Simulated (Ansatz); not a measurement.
BaS:
```yaml
crystal:
  lattice:
    - [0.00000, 3.21440, 3.21440]
    - [3.21440, 0.00000, 3.21440]
    - [3.21440, 3.21440, 0.00000]
  atoms:
    - { symbol: Ba, position: [0.00000, 0.00000, 0.00000] }
    - { symbol: S, position: [0.50000, 0.50000, 0.50000] }
```

Relaxed with PBE. Special points in fractions of this cell's reciprocal vectors: Γ (0.000, 0.000, 0.000); X (0.500, 0.000, 0.500); U (0.625, 0.250, 0.625); K (0.375, 0.375, 0.750); L (0.500, 0.500, 0.500); W (0.500, 0.250, 0.750).

Task: List the band energies nearest the valence-band maximum at these points for the program Ansatz at the PBE level (PAW).

Result: In eV from the valence-band maximum; about four levels below and three above (degenerate sets whole), none deeper than 8.9 eV; points with the same levels are listed once.

```tsv
k	below	above
Γ	0.00 0.00 0.00	3.59 3.96 3.96 3.96
X	-0.47 -0.12 -0.12	2.23 5.97 6.00
U	-0.87 -0.54 -0.48	3.34 5.86 6.56
L	-1.82 -0.98 -0.98	5.50 5.57 6.33 6.33
W	-1.03 -0.44 -0.44	4.28 4.28 6.27
```

Space group Fm-3m (rock salt). The PBE relaxation kept the symmetry of its start. Spin–orbit coupling is left out wherever it is not named.

Potentials: the later of the program's two PAW sets.
